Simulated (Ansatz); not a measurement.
InP (NiAs type, space group No. 194) at seven volumes, the program Ansatz at the r²SCAN level (PAW), shape and atoms relaxed at each. One row is withheld.

```tsv
V (Å³/atom)	P (GPa)
19.177	9.70
19.809	5.90
20.441	2.70
21.073	0.00
21.705	?
22.338	-4.16
22.970	-5.74
```

Q: Fit the shown pressures and predict the withheld one.

A: P = (3/2)B₀(x^(7/2) − x^(5/2))[1 + (3/4)(B′ − 4)(x − 1)] with x = (V₀/V)^(2/3). Least squares on the six rows gives V₀ = 21.075 Å³/atom, B₀ = 82.0 GPa, B′ = 4.79. At V = 21.705, x = 0.9806 and P = -2.25 GPa. The run itself gave -2.26 GPa.

Space group P6_3/mmc (NiAs type). The start of the workflow was typed in or built on a structure type; neither database checked (COD, Materials Project) lists it. It is not the phase usual at ambient conditions (space group No. 216). The r²SCAN relaxation kept the symmetry of its start; its stability against distortions is not shown here.

Potentials: the later of the program's two PAW sets.
